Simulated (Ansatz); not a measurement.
GeI₂ (CdI2 type, space group No. 164), LDA in the plane-wave PAW code Ansatz. The conduction-band minimum lies at A, with 1 equivalent valley. Second derivatives d²E/dk² of the lowest band at one valley (eV·Å²), along Cartesian directions:

```tsv
direction	d²E/dk²
[100]	42.07
[010]	42.07
[001]	7.568
[110]	42.07
[101]	24.83
[011]	24.79
```

Q: Find the principal effective masses, the density-of-states mass and the conductivity mass.

A: Off-diagonal terms follow from H_xy = H[110] − (H_xx + H_yy)/2, and m*/mₑ = 7.620 eV·Å² over each eigenvalue: 0.18, 0.18, 1.0. One valley's DOS mass (m₁m₂m₃)^(1/3) = 0.32, conductivity mass 3/(Σ 1/mᵢ) = 0.25 mₑ.

Q: What effective density of states Nc follows at 300 K for parabolic valleys?

A: Nc = 2.509e19 × 1 × (0.32)^(3/2) ≈ 4.5e18 cm⁻³.

Space group P-3m1 (CdI2 type). The workflow started from an entry of the Crystallography Open Database (COD), which files this formula under 2 space groups. Its standing as an ambient phase is unchecked. The cell was relaxed with LDA under the symmetry of its start; whether a distortion lowers the energy is not shown. A crystal of weakly bound layers computed without a dispersion correction: the cell and the soft elastic constants depend strongly on that. Spin–orbit coupling is left out wherever it is not named.

Potentials: the later of the program's two PAW sets.

Edges and masses are those of Kohn–Sham bands, whose gap is no quasiparticle gap.
